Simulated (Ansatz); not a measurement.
Vibrational response of Al5Ni2Pd3

Method: DFT PBE, scalar-relativistic, plane waves, PAW (Ansatz 0.2.0). Cutoff 420 eV, 12×12×4 k-points (Γ-centred), Fermi-Dirac smearing of 0.15 eV. No spin polarisation. Phonons by linear response, acoustic sum rule imposed.

Relaxed structure:
```xyz
10
Lattice="2.9842 0.0000 0.0000 0.0000 2.9842 0.0000 0.0000 0.0000 15.2769" Properties=species:S:1:pos:R:3 pbc="T T T"
Al    0.0000    0.0000   12.4825
Al    0.0000    0.0000    0.0000
Al    0.0000    0.0000    2.7944
Al    0.0000    0.0000    6.0247
Al    0.0000    0.0000    9.2522
Ni    1.4921    1.4921   13.8742
Ni    1.4921    1.4921    1.4027
Pd    1.4921    1.4921    4.4074
Pd    1.4921    1.4921    7.6385
Pd    1.4921    1.4921   10.8695
```

It was reached by relaxing an invented guess, and it needn't be the stable form of this composition. In a metal, frequencies depend on the k mesh and the smearing, soft modes most.

**Question.** Is this structure stable against zone-centre distortions?

**Answer.** Yes, at Γ: no optical mode is imaginary. Strains and other wave vectors aren't tested by this run.

**Question.** List the optical modes at Γ (i marks imaginary ones).

**Answer.**
```
frequency (meV)  degeneracy
            8.4           2
            8.9           2
           11.9           1
           11.9           2
           12.1           1
           15.9           1
           16.2           2
           22.1           1
           27.7           2
           27.9           2
           29.7           2
           30.7           2
           30.7           1
           32.7           2
           34.8           1
           35.0           1
           39.1           1
           43.8           1
```
